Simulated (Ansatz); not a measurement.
Li4NCl:
```
Li4NCl
1.0
    1.81215     1.04625     6.57152
   -1.81215     1.04625     6.57152
    0.00000    -2.09249     6.57152
Li N Cl
4 1 1
Direct
  0.90340   0.90340   0.90340
  0.09660   0.09660   0.09660
  0.65566   0.65566   0.65566
  0.34434   0.34434   0.34434
  0.00000   0.00000   0.00000
  0.50000   0.50000   0.50000
```

Relaxed with r²SCAN.

Give the Bader charges and basin volumes of the independent atoms, the program Ansatz at the r²SCAN level (PAW).



```tsv
atom	Bader charge (e)	Bader volume (Å³)
Li1	+0.88	3.5
Li3	+0.85	3.3
N5	-2.49	28.8
Cl6	-0.97	32.3
```

Space group R-3m. The workflow started from a Materials Project entry (that database holds measured and hypothetical structures alike); the Crystallography Open Database copy checked does not list it. Whether it is the stable phase at ambient conditions was not checked. The r²SCAN relaxation kept the symmetry of its start; whether a distortion lowers the energy is not shown.

Potentials: the later of the program's two PAW sets.
